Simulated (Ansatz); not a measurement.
An Ansatz (a quantum-chemistry and plane-wave program) input:

Ansatz 0.2 input:
```yaml
crystal:
  lattice:
    - [6.9464151261, 0.0, 0.0]
    - [0.0, 6.9464151261, 0.0]
    - [0.0, 0.0, 6.9464151261]
  atoms:
    - { symbol: Mg, position: [0.25, 0.0, 0.5] }
    - { symbol: Mg, position: [0.5, 0.25, 0.0] }
    - { symbol: Mg, position: [0.5, 0.75, 0.0] }
    - { symbol: Mg, position: [0.75, 0.0, 0.5] }
    - { symbol: Mg, position: [0.0, 0.5, 0.75] }
    - { symbol: Mg, position: [0.0, 0.5, 0.25] }
    - { symbol: S, position: [0.25, 0.5, 0.0] }
    - { symbol: S, position: [0.0, 0.25, 0.5] }
    - { symbol: S, position: [0.0, 0.75, 0.5] }
    - { symbol: S, position: [0.75, 0.5, 0.0] }
    - { symbol: S, position: [0.5, 0.0, 0.75] }
    - { symbol: S, position: [0.5, 0.0, 0.25] }
kpoints:
  mp_grid: { grid: [4, 4, 4] }
hamiltonian:
  xc: r2scan
  pseudopotentials: { azcp: { folder: ./paw }, kind: paw }
scf:
  occupations: { method: fixed }
output:
  optics: { e_range: [0.0, 15.0], de: 0.05, sigma: 0.1, bands: { spectra_wanted_up_to: 12 eV } }
```

Task: How many symmetry operations and irreducible k-points will the run report?

Result: 48 operations, 10 of 64 k-points.

Task: With a cutoff of 500 eV, how many plane waves at Γ?

Result: 8409.

It took roughly 7 core-minutes on shared server cores.

Space group Pm-3n. The start of the workflow was typed in or built on a structure type; neither database checked (COD, Materials Project) lists it. COD files the formula under space group No. 225. Whether it is the stable phase at ambient conditions was not checked. The r²SCAN relaxation kept the symmetry of its start; whether a distortion lowers the energy is not shown.

Potentials: the earlier of the program's two PAW sets.

Ansatz is a plane-wave DFT program.
